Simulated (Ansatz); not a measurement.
## Calculated with Ansatz: Sr$_{2}$Nb$_{2}$In, relaxation

Run with:

```bash
ansatz run input.yaml --threads 2 --pin off --max-ram 2560MiB --backend cpu --events-out ev --progress --plain --runs-dir out
```

The input file (Ansatz 0.2.0, plane waves):

```yaml
crystal:
  lattice:
    - [0.0, 6.183332, 0.0]
    - [5.372378, -3.091666, 0.0]
    - [2.012641, 0.0, -8.268728]
  atoms:
    - { symbol: Sr, position: [0.49104, 0.70288, 0.64786] }
    - { symbol: Sr, position: [0.78816, 0.29712, 0.85214] }
    - { symbol: Sr, position: [0.50896, 0.29712, 0.35214] }
    - { symbol: Sr, position: [0.21184, 0.70288, 0.14786] }
    - { symbol: Nb, position: [0.2688, 0.26626, 0.99699] }
    - { symbol: Nb, position: [0.00254, 0.73374, 0.50301] }
    - { symbol: Nb, position: [0.7312, 0.73374, 0.00301] }
    - { symbol: Nb, position: [0.99746, 0.26626, 0.49699] }
    - { symbol: In, position: [0.1345, 0.0, 0.75] }
    - { symbol: In, position: [0.8655, 0.0, 0.25] }
  symmetry: { tolerance: 0.0003 }
kpoints:
  mp_grid: { grid: [4, 4, 3], shift: [0, 0, 0] }
magnetization:
  spin_polarized: false
scf:
  occupations: { method: fermi_dirac }
  lower_state_search: "off"
hamiltonian:
  pseudopotentials: { kind: paw }
  xc: pbe
basis:
  ecutwfc: 420
  fft_grid_basis: typed
relax:
  max_steps: 40
  cell: { p_target: 0.0 }
  f_tol: 0.03
output:
  forces: true
  stress: true
  eigenvalues: true
  bader: true
  populations: true
  elf: true
  write_potential: true
  volumetric_format: npy
  dos:
    e_range: [-12, 8]
    de: 0.05
    projected: { site_lists: { In: [In], Nb: [Nb], Sr: [Sr] } }
checkpoint:
  read: saved_state
```

Origin of the cell: a known structure type with other elements, at an estimated volume, so it need not be a known compound.

The smearing width isn't typed, so it takes its default of 0.1 eV.

The saved state is a converged single point of the same cell.

Steps («new basis» is an SCF on plane waves selected anew at the same cell):

| step | ΔF (meV/atom) | max force component (eV/Å) | P (GPa) | volume (Å³) | SCF iterations | step was |
| --- | --- | --- | --- | --- | --- | --- |
| 1 | 0.0 | 1.034 | 3.76 | 274.68 | 6 | accepted |
| 2 | -119.6 | 0.814 | -0.96 | 295.39 | 7 | accepted |
| 3 | -191.7 | 0.423 | 1.26 | 293.17 | 8 | accepted |
| 4 | -171.3 | 2.670 | 2.88 | 301.67 | 7 | rejected |
| 5 | -214.7 | 0.367 | 0.13 | 299.67 | 11 | accepted |
| 6 | -226.7 | 0.177 | -0.39 | 301.91 | 6 | accepted |
| 7 | -230.5 | 0.055 | -0.16 | 300.03 | 6 | accepted |
| 8 | -231.0 | 0.034 | 0.00 | 299.27 | 6 | accepted |
| 9 | -231.4 | 0.021 | -0.02 | 298.70 | 6 | accepted |
| 10 | -231.5 | 0.011 | 0.02 | 297.73 | 7 | accepted |
| 11 | -231.9 | 0.011 | 0.03 | 297.73 | 6 | new basis |
| 12 | -231.9 | 0.005 | -0.01 | 298.00 | 6 | accepted |
| 13 | -231.9 | 0.005 | -0.01 | 298.00 | 9 | new basis |

The starting structure.

Space group C2/c (No. 15); the run's cell has a = 6.183 Å, b = 6.198 Å, c = 8.510 Å, α = 78.17°, β = 90.00°, γ = 119.92°. Shortest distances: In–Nb 2.81 Å, Nb–Nb 2.89 Å, Nb–Sr 3.30 Å.

The relaxed structure.

Space group C2/c (No. 15); the run's cell has a = 6.580 Å, b = 5.954 Å, c = 9.394 Å, α = 78.59°, β = 90.00°, γ = 123.54°. Shortest distances: Nb–Nb 2.19 Å, In–Nb 3.13 Å, Nb–Sr 3.28 Å, Sr–Sr 3.58 Å.

```xyz
10
Lattice="0.0000 6.5801 0.0000 4.9615 -3.2900 -0.1098 2.0278 0.0000 -9.1728" Properties=species:S:1:pos:R:3 pbc="T T T"
Sr    5.0114    0.9749   -5.9681
Sr    2.9917    4.2649   -7.9010
Sr    1.9779    2.3152   -3.3146
Sr    3.9975   -0.9749   -1.3816
Nb    3.7509    0.8684   -9.0809
Nb    4.2522   -2.4217   -4.7882
Nb    3.2383    2.4217   -0.2017
Nb    2.7371    5.7117   -4.4945
In    1.5208    0.8665   -6.8796
In    0.5069    5.7136   -2.2932
```

```
Free energy lowered by  : 231.9 meV/atom
Volume change           : 8.49 %
Final pressure          : -0.01 GPa
Relaxation steps listed : 13
```

Caveats: no moments, though an odd count or open d shells may carry them; the k mesh is coarse if the cell is a metal; the relaxation held the start's symmetry, so the end may be a saddle point.

Time: 3.2 min on 2 threads of Arm Neoverse V2, on a shared host, peak memory 0.8 GiB, from a saved density.
